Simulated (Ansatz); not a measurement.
## Profile along the Y–Y line in Y (hcp, Mg type)

Y (hcp, Mg type)

```cif
data_Y2
_chemical_formula_sum 'Y2'
_space_group_name_H-M_alt 'P 1'
_space_group_IT_number 1
_cell_length_a 3.65564
_cell_length_b 3.65564
_cell_length_c 5.67870
_cell_angle_alpha 90.000
_cell_angle_beta 90.000
_cell_angle_gamma 120.000
loop_
_space_group_symop_operation_xyz
  'x, y, z'
loop_
_atom_site_label
_atom_site_type_symbol
_atom_site_fract_x
_atom_site_fract_y
_atom_site_fract_z
_atom_site_occupancy
Y1 Y 0.33333 0.66667 0.75000 1
Y2 Y 0.66667 0.33333 0.25000 1
```

Fields along a shortest Y–Y line of a (0001) plane (3.66 Å), from Y to Y, interpolated on the slice's grid (step about 0.2 Å). Calculation: PBE (plane waves to 420 eV, PAW, scalar-relativistic; Ansatz, a first-principles code). k mesh 15×15×8. Near the nuclei the fields are pseudised (PAW); where an atom keeps semicore shells as valence, they peak there. Y is run without spin polarisation. Y was relaxed with its symmetry unable to fall.

| distance from Y (Å) | valence electron density (e/Å³) | electron localisation function |
|---|---|---|
| 0.00 | 3.15 | x |
| 0.37 | 3.69 | x |
| 0.73 | 1.77 | 0.84 |
| 1.10 | 0.34 | 0.30 |
| 1.46 | 0.11 | 0.12 |
| 1.83 | 0.09 | 0.25 |
| 2.20 | 0.11 | 0.12 |
| 2.56 | 0.34 | 0.30 |
| 2.93 | 1.77 | 0.84 |
| 3.29 | 3.69 | x |
| 3.66 | 3.15 | x |

x: too close to a nucleus for the ELF to mean much.

Density on the Y–Y line (3.66 Å) at its midpoint: 0.09 e/Å³. ELF at that point: 0.2.
